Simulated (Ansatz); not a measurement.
**Band table of NaHF2**

```xyz
4
Lattice="1.7112 0.9879 4.6389 -1.7112 0.9879 4.6389 0.0000 -1.9759 4.6389" Properties=species:S:1:pos:R:3 pbc="T T T"
Na    0.0000    0.0000    0.0000
H     0.0000    0.0000    6.9583
F     0.0000    0.0000    5.7058
F     0.0000    0.0000    8.2108
```

Atoms are numbered in the order listed.

The geometry is COD entry 1010284, unchecked; take it as a test cell. It is an old determination, and later ones may differ. The listed cell was then made from it by scaling, straining or moving an atom.

Method: Ansatz 0.2.0, DFT, LDA, all-electron LAPW, scalar-relativistic.

Numerical set-up: a Γ-centred 10×10×10 k mesh, Fermi–Dirac smearing of 0.02 eV, basis error target 1 meV/atom, no spin polarisation.

Path points, in fractions of the reciprocal vectors: Γ (0.000, 0.000, 0.000), T (0.500, 0.500, 0.500), H2 (0.803, 0.197, 0.500), H0 (0.500, -0.197, 0.197), L (0.500, 0.000, 0.000), S0 (0.348, -0.348, 0.000), S2 (0.652, 0.000, 0.348), F (0.500, 0.000, 0.500). Levels in eV from the valence-band top; bands 4 to 16, counted from the lowest band of the run. The gap is 6.39 eV, indirect from T (0.5, 0.5, 0.5) to Γ.

```
# k(1/Å) point b4 b5 b6 b7 b8 b9 b10 b11 b12 b13 b14 b15 b16
0.000 Γ -19.66 -19.08 -17.99 -17.99 -17.70 -4.42 -0.33 -0.33 -0.31 -0.30 -0.30 6.39 12.88
0.135 - -19.66 -19.07 -17.99 -17.99 -17.71 -4.37 -0.41 -0.41 -0.40 -0.22 -0.22 6.52 12.44
0.271 - -19.66 -19.06 -17.99 -17.99 -17.74 -4.22 -0.64 -0.50 -0.50 -0.13 -0.13 6.86 11.66
0.406 - -19.65 -19.04 -17.99 -17.99 -17.78 -4.01 -0.96 -0.56 -0.56 -0.06 -0.06 7.34 10.88
0.542 - -19.65 -19.02 -17.99 -17.99 -17.81 -3.81 -1.25 -0.60 -0.60 -0.02 -0.02 7.85 10.22
0.677 T -19.64 -19.02 -17.99 -17.99 -17.82 -3.72 -1.37 -0.62 -0.62 0.00 0.00 8.12 9.90
0.900 - -19.63 -19.05 -17.99 -17.94 -17.84 -3.73 -1.35 -0.68 -0.63 -0.07 -0.02 8.30 10.15
1.122 - -19.58 -19.13 -18.00 -17.88 -17.84 -3.75 -1.31 -0.82 -0.68 -0.23 -0.07 8.79 10.82
1.345 - -19.54 -19.18 -18.02 -17.92 -17.75 -3.77 -1.27 -0.96 -0.80 -0.35 -0.14 9.55 11.80
1.568 - -19.53 -19.19 -18.04 -17.92 -17.70 -3.81 -1.21 -1.03 -0.97 -0.39 -0.24 10.52 12.57
1.790 H2 -19.58 -19.13 -18.04 -17.90 -17.72 -3.85 -1.19 -1.07 -0.99 -0.37 -0.34 11.59 11.92
1.888 - -19.59 -19.12 -18.04 -17.89 -17.73 -3.86 -1.22 -1.12 -0.88 -0.45 -0.30 11.60 11.96
1.986 - -19.60 -19.11 -18.04 -17.89 -17.74 -3.86 -1.22 -1.17 -0.75 -0.55 -0.27 11.57 12.01
2.085 - -19.60 -19.11 -18.04 -17.89 -17.74 -3.86 -1.22 -1.17 -0.75 -0.55 -0.27 11.57 12.01
2.183 - -19.59 -19.12 -18.04 -17.89 -17.73 -3.86 -1.22 -1.12 -0.88 -0.45 -0.30 11.60 11.96
2.281 H0 -19.58 -19.13 -18.04 -17.90 -17.72 -3.85 -1.19 -1.07 -0.99 -0.37 -0.34 11.59 11.92
2.426 - -19.63 -19.07 -18.04 -17.87 -17.77 -3.88 -1.33 -0.95 -0.90 -0.39 -0.36 11.29 11.92
2.570 - -19.69 -18.98 -18.04 -17.84 -17.83 -3.92 -1.45 -0.80 -0.78 -0.44 -0.35 10.85 11.63
2.715 - -19.73 -18.90 -18.04 -17.92 -17.79 -3.95 -1.56 -0.67 -0.66 -0.47 -0.36 10.48 11.43
2.859 - -19.76 -18.82 -18.04 -17.99 -17.77 -3.97 -1.63 -0.60 -0.54 -0.48 -0.38 10.24 11.31
3.004 L -19.77 -18.80 -18.04 -18.01 -17.76 -3.97 -1.65 -0.58 -0.48 -0.46 -0.42 10.16 11.27
3.221 - -19.76 -18.83 -18.01 -18.00 -17.78 -4.02 -1.54 -0.61 -0.46 -0.42 -0.39 9.41 12.07
3.437 - -19.74 -18.91 -18.00 -17.93 -17.81 -4.13 -1.26 -0.60 -0.42 -0.39 -0.28 8.35 13.15
3.654 - -19.70 -19.00 -18.00 -17.92 -17.79 -4.27 -0.88 -0.51 -0.37 -0.36 -0.22 7.37 13.31
3.871 - -19.67 -19.06 -17.99 -17.97 -17.73 -4.38 -0.53 -0.38 -0.34 -0.32 -0.22 6.66 13.01
4.088 Γ -19.66 -19.08 -17.99 -17.99 -17.70 -4.42 -0.33 -0.33 -0.31 -0.30 -0.30 6.39 12.88
4.344 - -19.68 -19.05 -17.99 -17.96 -17.73 -4.37 -0.52 -0.49 -0.33 -0.32 -0.20 6.76 13.16
4.599 - -19.71 -18.98 -18.01 -17.90 -17.80 -4.24 -0.87 -0.75 -0.39 -0.37 -0.18 7.71 13.87
4.855 - -19.72 -18.94 -18.03 -17.85 -17.84 -4.08 -1.19 -0.94 -0.48 -0.45 -0.22 8.97 13.46
5.111 - -19.68 -18.99 -18.04 -17.84 -17.83 -3.94 -1.29 -1.08 -0.57 -0.56 -0.27 10.37 12.66
5.367 S0 -19.60 -19.11 -18.04 -17.89 -17.74 -3.86 -1.21 -1.18 -0.71 -0.58 -0.27 11.56 12.02
5.459 - -19.61 -19.10 -18.04 -17.89 -17.75 -3.87 -1.24 -1.13 -0.79 -0.51 -0.28 11.52 12.06
5.552 - -19.61 -19.10 -18.04 -17.88 -17.75 -3.87 -1.27 -1.03 -0.90 -0.41 -0.33 11.49 12.07
5.644 - -19.61 -19.10 -18.04 -17.88 -17.75 -3.87 -1.27 -1.03 -0.90 -0.41 -0.33 11.49 12.07
5.736 - -19.61 -19.10 -18.04 -17.89 -17.75 -3.87 -1.24 -1.13 -0.79 -0.51 -0.28 11.52 12.06
5.829 S2 -19.60 -19.11 -18.04 -17.89 -17.74 -3.86 -1.21 -1.18 -0.71 -0.58 -0.27 11.56 12.02
5.940 - -19.56 -19.17 -18.04 -17.92 -17.69 -3.85 -1.27 -1.09 -0.76 -0.59 -0.24 11.55 11.79
6.051 - -19.52 -19.21 -18.04 -17.96 -17.66 -3.84 -1.31 -1.01 -0.79 -0.59 -0.21 11.38 11.61
6.163 - -19.48 -19.25 -18.04 -17.98 -17.62 -3.84 -1.35 -0.97 -0.78 -0.59 -0.17 11.22 11.49
6.274 - -19.46 -19.28 -18.04 -18.00 -17.60 -3.83 -1.37 -0.96 -0.76 -0.60 -0.15 11.12 11.41
6.385 F -19.45 -19.28 -18.04 -18.01 -17.60 -3.83 -1.38 -0.96 -0.74 -0.60 -0.14 11.08 11.39
```
